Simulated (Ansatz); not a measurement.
## Bands of WC

```xyz
2
Lattice="2.9005 0.0000 0.0000 -1.4503 2.5119 0.0000 0.0000 0.0000 2.8290" Properties=species:S:1:pos:R:3 pbc="T T T"
W     0.0000    0.0000    0.0000
C     1.4503    0.8373    1.4145
```

Atoms are numbered in the order listed.

The cell is a measured one (Crystallography Open Database entry 2102244); the temperature and pressure of the measurement aren't taken into account, and nothing was relaxed.

Spin–orbit coupling is left out, though it moves levels of the heavy atoms by tenths of an eV or more.

Theory: DFT, PBEsol, all-electron LAPW, scalar-relativistic in Ansatz 0.2.0.

The runs use a Γ-centred 13×13×12 k mesh, Fermi–Dirac smearing of 0.05 eV, basis error target 1 meV/atom, no spin polarisation.

Points in fractions of the reciprocal vectors of this cell: Γ (0, 0, 0), M (0.5, 0, 0), K (0.333, 0.333, 0), A (0, 0, 0.5), L (0.5, 0, 0.5), H (0.333, 0.333, 0.5). The path joins them by straight lines in the order Γ–M–K–Γ–A–L–H–A–L; legs that retrace an earlier one aren't tabulated. Energies are in eV from the Fermi level.

(1) Is there a gap?

(2) List the levels between -8 and 4.5 eV at the symmetry points.

Answers

(1) none: bands cross the Fermi level, a metal.

(2) 
Γ: -4.38, -3.38 (×2), 0.11, 3.25 (×2)
M: -7.07, -3.65, -3.63, -0.45, 2.34
K: -6.62, -4.60, -3.48, 0.59, 0.99, 2.05, 3.24
A: -2.04 (×2), -0.62 (×2), 3.71
L: -6.51, -4.37, -4.19, 0.30, 4.47
H: -7.30, -5.43, -1.59, -0.66, 4.44
